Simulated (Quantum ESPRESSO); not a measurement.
## Si2TiZrO8 (a curve over one atom's position)

Computed values, not a measurement. The program is pw.x of Quantum ESPRESSO 7.5 (plane-wave density functional theory). The cell is made up: 12 atoms on a fluorite lattice, with randomly drawn elements, strain and displacements, not relaxed. PseudoDojo standard norm-conserving files (v0.5 for PBE, v0.4.1 for LDA and PBEsol) set the functional; there is no spin polarisation, spin-orbit coupling or dispersion term, and the masses in the input are unused placeholders.

Seven runs move atom 8 (O, counted in the order of the input) along z and keep all else fixed.

Input of the run at +0.0101:

```
&control calculation='scf', pseudo_dir='./dojo.nc.sr.pbe.v0_5.standard.upf', outdir='./o', disk_io='low', tprnfor=.true., tstress=.true. /
&system ibrav=0, nat=12, ntyp=4, nbnd=46, ecutwfc=84.00895049, nosym=.true., tot_charge=0,
 occupations='smearing', smearing='fd', degauss=0.0018374661
/
&electrons conv_thr=7.350e-09, electron_maxstep=60, /
ATOMIC_SPECIES
O 1.0 O.upf
Si 1.0 Si.upf
Ti 1.0 Ti.upf
Zr 1.0 Zr.upf
CELL_PARAMETERS angstrom
4.8265 0.0 0.0
0.0 4.8265 0.0
0.0 0.0 4.8265
ATOMIC_POSITIONS angstrom
Si 0.1086 -0.0378 -0.0373
Ti -0.0854 2.5653 2.4362
Si 2.4469 0.0738 2.2978
Zr 2.3403 2.3576 -0.0597
O 1.2004 1.043 1.246
O 1.2304 1.2603 3.5204
O 1.1527 3.5738 1.1596
O 1.2909 3.6219 3.4932
O 3.5807 1.2922 1.326
O 3.6875 1.1824 3.5553
O 3.5117 3.6361 1.1218
O 3.7117 3.5143 3.5109
K_POINTS automatic
5 5 5 1 1 1
```

| shift of atom 8 along z (Å) | free energy less that of the input shown (eV) | Fx on atom 8 (eV/Å) | Fy on atom 8 (eV/Å) | Fz on atom 8 (eV/Å) | pressure (GPa) | next band up at Gamma (eV) | iterations |
| --- | --- | --- | --- | --- | --- | --- | --- |
| -0.1444 | 0.1209 | 1.320 | 3.342 | 1.622 | 4.89 | 0.421 | 16 |
| -0.0838 | 0.0428 | 0.801 | 3.481 | 0.957 | 4.74 | 0.463 | 16 |
| -0.0569 | 0.0209 | 0.562 | 3.549 | 0.667 | 4.73 | 0.483 | 16 |
| -0.0304 | 0.0070 | 0.323 | 3.622 | 0.387 | 4.74 | 0.503 | 16 |
| +0.0101 | 0.0000 | -0.050 | 3.743 | -0.044 | 4.82 | 0.534 | 16 |
| +0.0559 | 0.0131 | -0.480 | 3.896 | -0.525 | 4.99 | 0.569 | 16 |
| +0.1247 | 0.0743 | -1.134 | 4.158 | -1.257 | 5.41 | 0.618 | 17 |

A cubic fit gives dFz/dz = -10.56 eV/Å² at zero shift. Across the table the free energy follows the integral of the force to within 0.2 meV. A rerun of one of the cells at 1467 eV and a 7 x 7 x 7 mesh moved values by no more than 0.003 eV in energy, 0.06 GPa in stress and 0.003 eV/Å in force. The band column is the level of band 41 at Gamma less that of band 40, whose number is half the electron count, rounded up; it comes from a band step after each run.